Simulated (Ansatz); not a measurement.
ZrIr2 (cubic Laves, MgCu2 type)

```
CELL_PARAMETERS angstrom
      0.00000     3.65215     3.65215
      3.65215     0.00000     3.65215
      3.65215     3.65215     0.00000
ATOMIC_POSITIONS crystal
  Zr 0.50000 0.50000 0.50000
  Zr 0.75000 0.75000 0.75000
  Ir 0.62500 0.12500 0.12500
  Ir 0.12500 0.12500 0.62500
  Ir 0.12500 0.62500 0.12500
  Ir 0.12500 0.12500 0.12500
```

The slice is a {100} plane (indices of the conventional cell) through the point (0.500, 0.500, 0.500) (fractional), spanned by u = [100] and v = [0 1 -1] in vectors of this cell: u (5.16 Å) and v (5.16 Å, at 90° to u). It covers one period; positions are fractions (u, v).

Method: LDA (plane waves to 420 eV, PAW, scalar-relativistic; Ansatz, a quantum-chemistry and plane-wave program). k mesh 11×11×11. These are valence fields of a PAW run, semicore shells included where kept as valence: close to a nucleus they are smooth pseudo fields. Spin-orbit coupling is left out, though Ir is heavy. ZrIr2 is run without spin polarisation. ZrIr2 was relaxed with its symmetry unable to fall.

Q: Sketch the electron localisation function (ELF) on this plane as a map.

A: 
```
|xx98102333333320189x|
|99940033322233300499|
|88400133223223310048|
|11001332233322331001|
|00013332233322333100|
|12333332222222333332|
|33332223222223222333|
|33322222322232222233|
|33223322222222233223|
|33233322222222233323|
|33223322222222233223|
|33322222322232222233|
|33332223222223222333|
|12333332222222333332|
|00013332233322333100|
|11001332233322331001|
|88400133223223310048|
|99940033322233300499|
|xx98102333333320189x|
|xx98201333333310289x|
```
Scale: ten equal steps from 0.14 (start of '0') to 0.81 (end of '9'), in the order '0123456789'. Values: electron localisation function (ELF). The map has 20 points along u (one character each, u = 0 at the left) and 20 along v (v = 0 in the bottom row). Points within 0.5 Å of a nucleus are blanked (x), as the pseudised field means little there.
